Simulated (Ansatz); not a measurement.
## Structures of Si2As: which is lowest?

Plane-wave DFT in Ansatz with scalar-relativistic PAW potentials, cutoff 420 eV, Γ-centred meshes chosen by cell and gap, Gaussian smearing with energies taken to zero width. Every cell was relaxed (cell and atoms) in a run of its own, within the symmetry of its start. Functional: PBE.

Relaxed structures (starts from databases or built by putting these elements on another compound's sites):
A. Fm-3m, 3 atoms in the computed cell, a = 6.184 Å; sites (symmetry × multiplicity) Si -43m × 8, As m-3m × 4; start: built
B. Pnnm, 6 atoms in the computed cell, a = 5.146 Å, b = 6.466 Å, c = 3.481 Å; sites (symmetry × multiplicity) Si ..m × 4, As ..2/m × 2; start: built
C. I4_1/amd, 6 atoms in the computed cell, a = 4.834 Å, c = 8.729 Å; sites (symmetry × multiplicity) Si 2mm. × 8, As -4m2 × 4; start: built
D. Pmmn, 6 atoms in the computed cell, a = 3.718 Å, b = 7.034 Å, c = 5.855 Å; sites (symmetry × multiplicity) Si m.. × 4, As mm2 × 2; start: built

Question: Rank them by energy. Could pressure change the order?

Answer:
| structure | group | E − E(lowest) (meV/atom) | V (Å³/atom) | gap on mesh (eV) |
| --- | --- | --- | --- | --- |
| C | I4_1/amd | 0.0 | 17.00 | 0.00 |
| D | Pmmn | 138 | 25.52 | 0.00 |
| B | Pnnm | 206 | 19.30 | 0.00 |
| A | Fm-3m | 455 | 19.70 | 0.00 |

C is lowest, 138 meV/atom under D. The lowest is also the densest of these, so pressure wouldn't bring one of the others in at first order. Other structures may lie lower than all of these, and vibrations aren't counted.